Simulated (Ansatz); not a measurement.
2 distorted cells of BeF, built from the CsCl structure. PBE, all-electron LAPW in Ansatz, scalar-relativistic, point nuclei. Brillouin zone: 3×3×3 Γ-centred, Fermi–Dirac smearing of 0.15 eV; a denser mesh would shift the values. For a metal, stress, forces and moments on so few k-points can be far from the converged ones. The run is spin-unpolarised. The cell's electron count is odd, so a run with spin could end lower.

(1) Order these from lowest to highest E − TS per atom, as computed on this mesh.
A.
9.84 Å³ an atom
```xyz
2
Lattice="2.5712 -0.0667 -0.0041 -0.0667 2.7991 0.0387 -0.0041 0.0387 2.7368" Properties=species:S:1:pos:R:3 pbc="T T T"
F     1.5837    1.9440    0.9263
Be    3.2784    3.7389    1.8345
```
B.
7.73 Å³ an atom
```xyz
2
Lattice="2.4276 0.0239 0.0381 0.0239 2.5125 0.0073 0.0381 0.0073 2.5366" Properties=species:S:1:pos:R:3 pbc="T T T"
F     1.8493    0.8649    2.0732
Be    2.8872    1.9645    3.5252
```

Results:

(1) A (lowest), B (+0.62 eV an atom).
